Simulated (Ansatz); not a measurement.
Each is relaxed and computed with the program Ansatz at the PBEsol level (PAW). Which is the only metal?
A) SiO2, rutile
B) SiC, Pnma (Si on 4c, C on 4c)
C) AlSiCN, P3m1 (Al on 1b, Si on 1c, C on 1b, N on 1c)
D) YSi2, I4_1/amd (Y on 4a, Si on 8e)

D, YSi2, I4_1/amd (Y on 4a, Si on 8e). YSi2: metal; AlSiCN: gap 3.26 eV (indirect); SiO2: gap 5.35 eV (direct); SiC: gap 2.49 eV (indirect). Typed or built starts, not in the databases checked: SiC, Pnma (Si on 4c, C on 4c). Not the usual ambient phase: SiO2, rutile; SiC, Pnma (Si on 4c, C on 4c). Standing as an ambient phase not checked: YSi2, I4_1/amd (Y on 4a, Si on 8e); AlSiCN, P3m1 (Al on 1b, Si on 1c, C on 1b, N on 1c). All cells were relaxed under the symmetry of their starts (and spin orders); stability against distortions was not tested throughout. Rows with no word on spin ran without spin polarisation. Spin–orbit coupling is left out wherever it is not named.

Potentials: the later of the program's two PAW sets.
